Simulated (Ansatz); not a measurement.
A relaxed cell of In₃SbAs₂ is given with its symmetry left out. The cell was found from a structure generator's guess, not taken from experiment.

Level of theory: DFT PBE, scalar-relativistic, plane waves, PAW in Ansatz. Cutoff 420 eV, Γ-centred mesh, Gaussian smearing, no spin polarisation.

```cif
data_structure
_symmetry_space_group_name_H-M 'P 1'
_symmetry_Int_Tables_number 1
_cell_length_a 4.4721
_cell_length_b 4.4721
_cell_length_c 22.0621
_cell_angle_alpha 90.000
_cell_angle_beta 90.000
_cell_angle_gamma 120.000
_cell_volume 382.12
loop_
_atom_site_label
_atom_site_type_symbol
_atom_site_fract_x
_atom_site_fract_y
_atom_site_fract_z
_atom_site_occupancy
In1 In 0.66667 0.33333 0.16056 1
In2 In 0.66667 0.33333 0.50005 1
In3 In 0.66667 0.33333 0.84017 1
In4 In 0.33333 0.66667 0.00005 1
In5 In 0.33333 0.66667 0.34017 1
In6 In 0.33333 0.66667 0.66056 1
Sb1 Sb 0.66667 0.33333 0.29079 1
Sb2 Sb 0.33333 0.66667 0.79079 1
As1 As 0.66667 0.33333 0.62221 1
As2 As 0.66667 0.33333 0.96172 1
As3 As 0.33333 0.66667 0.12221 1
As4 As 0.33333 0.66667 0.46172 1
```

Formation energies are uncorrected and refer to the elements' standard structures at the same level.

(1) What space group does it have?

(2) What is its formation energy per atom?

(3) Is it a metal?

## Answers

(1) P6_3mc (No. 186), with Sb and As ordered on wurtzite sites. Conventional cell: a = 4.472 Å, c = 22.062 Å. Around In on its first site lie 3 As at 2.72 Å and 1 Sb at 2.87 Å; In on its second site is surrounded by 4 As at 2.70–2.72 Å; Sb is surrounded by 4 In at 2.80–2.87 Å; As on its first site is surrounded by 4 In at 2.70–2.72 Å; 2 more sites not described.

(2) −0.17 eV/atom. A negative formation energy is needed for stability but isn't enough: competing phases decide.

(3) There is no gap on the 12×12×2 mesh, but valence and conduction bands meet within 0.015 eV, so at this level it has a zero gap rather than a metal's Fermi surface.

The last run used a 12×12×2 mesh (in the run's order of axes) for its 12-atom cell and Gaussian smearing of 0.10 eV. Spin–orbit coupling, which can matter for Sb, is left out. The zero gap may come from the functional, which often closes small gaps. The reference form of As is held partly by dispersion forces, which this level lacks. A structure relaxed within its symmetry needn't be a true minimum.
